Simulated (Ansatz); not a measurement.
# Competing collinear orders in MnHg (Pm-3m)

The geometry is a structure as deposited in COD, repeated to hold the magnetic orders, held fixed and not relaxed.

Common settings: PBE, 9×9×5 k mesh, Fermi–Dirac smearing of 0.1 eV. PAW means Ansatz 0.2.0 on its default frozen-core files; LAPW is all-electron LAPW in Ansatz 0.2.0. Site moments are integrated in spheres about the atoms, whose radii differ between the methods.

The first input and its command:

```yaml
crystal:
  lattice:
    - [3.315, 0.0, 0.0]
    - [0.0, 3.315, 0.0]
    - [0.0, 0.0, 6.63]
  atoms:
    - { symbol: Mn, position: [0.5, 0.5, 0.25], spin: 4.0 }
    - { symbol: Mn, position: [0.5, 0.5, 0.75], spin: 4.0 }
    - { symbol: Hg, position: [0.0, 0.0, 0.0] }
    - { symbol: Hg, position: [0.0, 0.0, 0.5] }
magnetization:
  spin_polarized: true
kpoints:
  mp_grid: { grid: [9, 9, 5] }
scf:
  occupations: { method: fermi_dirac, width: 0.1 }
  lower_state_search: "off"
hamiltonian:
  xc: pbe
  pseudopotentials: { kind: paw }
output:
  forces: true
  stress: true
  eigenvalues: true
  populations: true
```

Command: `ansatz run input.yaml --threads 2 --pin off --max-ram 6144MiB --backend cpu --events-out ev --progress --plain --runs-dir out`

The input for «start Mn1↑ Mn2↓» by LAPW differs from it in these lines, output keys apart:

```diff
-    - { symbol: Mn, position: [0.5, 0.5, 0.75], spin: 4.0 }
+    - { symbol: Mn, position: [0.5, 0.5, 0.75], spin: -4.0 }
-  pseudopotentials: { kind: paw }
+  pseudopotentials: { kind: all_electron, lapw: { basis_error: 0.001 } }
```

Energies count from the run that starts all moments parallel. Patterns list the atoms that start with 0.5 μB or more.

```csv
start,ΔF PAW (meV/atom),ΔF LAPW (meV/atom),"largest moment, PAW (μB)","M, PAW (μB/cell)","order at the end, PAW","P, PAW (GPa)"
"Mn1↑, Mn2↑",0.0,0.0,?,7.76,kept,0.3
"Mn1↑, Mn2↓",-24.1,-24.1,?,0.00,kept,0.0
no spin polarisation,+692.8,–,0.00,0.00,–,-14.4
```

Q: Give the missing entry: row "Mn1↑, Mn2↓", column "largest moment, PAW (μB)".

A: 3.88.

Q: Fill in "largest moment, PAW (μB)" for the row "Mn1↑, Mn2↑".

A: 3.85.

Q: Map the PAW energies of the orders that kept their pattern on E = −Σ J s_i s_j over ordered pairs, with couplings only between Mn atoms 3.31–3.32 Å apart. What J follows?

A: Per Mn atom, ΔE = Σ J·(n_parallel state − n_order), where n is the mean of Σ s_i s_j over a shell: Mn1↑, Mn2↓ has ΔE = -48.2 meV and Δn = 4.0. This gives J(3.31–3.32 Å) = -12.06 meV, which fits exactly since there are as many orders as couplings. All other shells are lumped into these numbers, so they are effective couplings.

The lowest of these ends as follows. Site moments (μB): Mn1 3.88, Mn2 -3.88, Hg3 0.00, Hg4 0.00. Cell moment 0.00 μB. Orders of other supercells weren't tried and can lie lower.

The Ansatz runs typed with the search for lower states off end where their start leads. Spin–orbit coupling is left out although heavy atoms are present. The magnetic state is the one that this cell and start allow. It needn't be the compound's measured order, which may need a larger cell or be absent.
